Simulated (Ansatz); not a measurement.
MgBr$_{2}$ (CdI2 type)

```yaml
crystal:
  lattice:
    - [3.82788, 0.00000, 0.00000]
    - [-1.91394, 3.31504, 0.00000]
    - [0.00000, 0.00000, 6.26170]
  atoms:
    - { symbol: Mg, position: [0.00000, 0.00000, 0.00000] }
    - { symbol: Br, position: [0.33333, 0.66667, 0.23946] }
    - { symbol: Br, position: [0.66667, 0.33333, 0.76054] }
```

E(V) scan at fixed shape, V₀ the volume above. The atoms relax within the cell's symmetry.

Computed with r2SCAN+rVV10 (plane waves to 500 eV, PAW, scalar-relativistic; Ansatz, a first-principles code). k mesh 10×10×6 (Γ-centred), Fermi-Dirac smearing 0.05 eV. E stands for the smeared free energy. Compression counts positive. With the shape held, the modulus is that of even scaling; a crystal free to change shape is softer. MgBr2 was relaxed with its symmetry unable to fall. The zero of ΔE is the relaxed starting cell.

```json
[
 {"V (Å³/atom)": "24.897", "ΔE (meV/atom)": "8.2"},
 {"V (Å³/atom)": "25.162", "ΔE (meV/atom)": "5.6"},
 {"V (Å³/atom)": "25.427", "ΔE (meV/atom)": "withheld"},
 {"V (Å³/atom)": "25.692", "ΔE (meV/atom)": "1.9"},
 {"V (Å³/atom)": "25.956", "ΔE (meV/atom)": "0.8"},
 {"V (Å³/atom)": "26.221", "ΔE (meV/atom)": "0.2"},
 {"V (Å³/atom)": "26.486", "ΔE (meV/atom)": "0.0"},
 {"V (Å³/atom)": "26.751", "ΔE (meV/atom)": "0.2"},
 {"V (Å³/atom)": "27.016", "ΔE (meV/atom)": "0.8"},
 {"V (Å³/atom)": "27.281", "ΔE (meV/atom)": "1.7"},
 {"V (Å³/atom)": "27.546", "ΔE (meV/atom)": "2.9"},
 {"V (Å³/atom)": "27.810", "ΔE (meV/atom)": "4.5"},
 {"V (Å³/atom)": "28.075", "ΔE (meV/atom)": "6.3"}
]
```

Q: Fit a third-order Birch-Murnaghan form (E₀, V₀, B₀, B₀′ free) to the given rows and predict ΔE at V = 25.427.

A: Least squares on the 12 given rows: ΔE = E₀ + (9V₀B₀/16)·y²·[2 + (B₀′ − 4)y], y = (V₀/V)^(2/3) − 1, with V₀ = 26.482 Å³/atom, B₀ = 24.10 GPa (160.2 GPa = 1 eV/Å³; the term in eV is multiplied by 1000), B₀′ = 5.86, E₀ = 0.00 meV/atom; root-mean-square residual 0.02 meV/atom. At 25.427 the fit gives 3.5 meV/atom; the calculation gives 3.5 meV/atom, the same to the digits shown. For the pressure the fit gives 1.10 GPa against the computed 1.10 GPa.

(Under strain, the slope of the energy per volume gives the stress and its curvature an elastic modulus.)
